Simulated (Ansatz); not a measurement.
All-electron LAPW in Ansatz 0.2.0 under PBE, scalar-relativistic, energies extrapolated to zero smearing. Slabs are 1×1 cells cut from bulk crystals relaxed on PAW files, with atoms then relaxed, 16 to 20 Å of vacuum, a dipole correction, k spacings of 0.16 to 0.26 Å⁻¹ and smearing of 0.02 to 0.1 eV, without spin–orbit coupling; Cr, Mn, Fe, Co, Ni, Eu and Gd start ferromagnetic, the others run without spin. The bulk type named needn't be the stable one, and no reconstruction is allowed.

```json
{"slab": "hcp Ti (0001), 5 layers", "area (Å²)": "7.49", "γ (J/m²)": "1.97", "Φ (eV)": "4.45", "Δd12 (%)": "-7.2"}
{"slab": "fcc Ni (100), 4 layers", "area (Å²)": "6.20", "γ (J/m²)": "?", "Φ (eV)": "4.88", "Δd12 (%)": "-3.7"}
{"slab": "diamond Ge (100), 8 layers", "area (Å²)": "16.59", "γ (J/m²)": "1.38", "Φ (eV)": "?", "Δd12 (%)": "3.5"}
{"slab": "hcp Ti (10-10), 6 layers", "area (Å²)": "13.68", "γ (J/m²)": "2.01", "Φ (eV)": "3.84", "Δd12 (%)": "-0.1"}
{"slab": "fcc Pb (110), 5 layers", "area (Å²)": "17.96", "γ (J/m²)": "0.33", "Φ (eV)": "3.66", "Δd12 (%)": "-15.3"}
```

Q: What belongs in the row "diamond Ge (100), 8 layers", column "Φ (eV)"?

A: 5.01.

Q: Fill in "γ (J/m²)" for the row "fcc Ni (100), 4 layers".

A: 2.25.
